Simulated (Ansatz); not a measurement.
Structure: Ca3CdF8 on the sites of the fluorite structure (relaxed group Cmmm), at its r2SCAN minimum. Space group Cmmm (No. 65), orthorhombic; a = 7.679 Å, b = 10.854 Å, c = 3.835 Å in the conventional setting, 13.32 Å³ an atom. Cd has 8 F at 2.34 Å; F has 4 Ca at 2.35 Å; F has 2 Cd at 2.34 Å and 2 Ca at 2.35 Å; Ca has 8 F at 2.35 Å; F has 1 Cd at 2.34 Å and 3 Ca at 2.35–2.36 Å; Ca has 8 F at 2.35–2.36 Å.

```yaml
crystal:
  lattice:
    - [3.83949, -5.42681, 0.00000]
    - [3.83949, 5.42681, 0.00000]
    - [0.00000, 0.00000, 3.83514]
  atoms:
    - { symbol: Cd, position: [0.00000, 0.00000, 0.00000] }
    - { symbol: F, position: [0.37463, 0.62537, 0.50000] }
    - { symbol: F, position: [0.12434, 0.87566, 0.50000] }
    - { symbol: Ca, position: [0.50000, 0.00000, 0.50000] }
    - { symbol: F, position: [0.87571, 0.62615, 0.00000] }
    - { symbol: F, position: [0.62615, 0.87571, 0.00000] }
    - { symbol: Ca, position: [0.00000, 0.50000, 0.50000] }
    - { symbol: F, position: [0.37385, 0.12429, 0.00000] }
    - { symbol: F, position: [0.12429, 0.37385, 0.00000] }
    - { symbol: Ca, position: [0.50000, 0.50000, 0.00000] }
    - { symbol: F, position: [0.87566, 0.12434, 0.50000] }
    - { symbol: F, position: [0.62537, 0.37463, 0.50000] }
```

The questions ask for values computed with the PAW code Ansatz on this geometry. (Calculated; non-magnetic; the phase may be known or hypothetical.)

Task: What gap does r2SCAN give, and where are the band edges?

Result: The r2SCAN gap is indirect, 6.02 eV (Z–T (0.25 of the way from Z) to Γ), below the direct gap of 6.08 eV at Γ.

Task: Estimate the gap with HSE06 on 2×2×4.

Result: The HSE06 gap is indirect, 7.44 eV (Z–T (0.25 of the way from Z) to Γ), below the direct gap of 7.52 eV at Γ. The gap differs by +1.42 eV from r2SCAN's.

Task: Estimate the gap with PBE0 on 2×2×4.

Result: PBE0 gives an indirect gap of 8.21 eV, from Z–T (0.25 of the way from Z) to Γ; the least direct gap is 8.28 eV at Γ. The gap differs by +2.19 eV from r2SCAN's.

Task: What are ε∞ and the Born charges with r2SCAN?

Result: The clamped-ion dielectric constant comes out as 2.29 along x and y, 2.30 along z. Born charges, averaged over directions: Cd +2.39, F -1.19, Ca +2.36 e. The program notes that the ground state's band table doesn't vouch for all the bands that the response reads.

Task: What do these levels agree on?

Result: Among these functionals the gap stays indirect.

Where an edge lies off the special points, it is a point of the mesh or the k point where a search put PBE's edge or least direct gap, reused for the other functionals, whose own edges may lie a little apart.

The meshes of the hybrids are coarse, so their gaps aren't converged to the digits shown.

PBE's own run along the path (5.33 eV) came before the search for the edges and missed one, so it isn't listed.
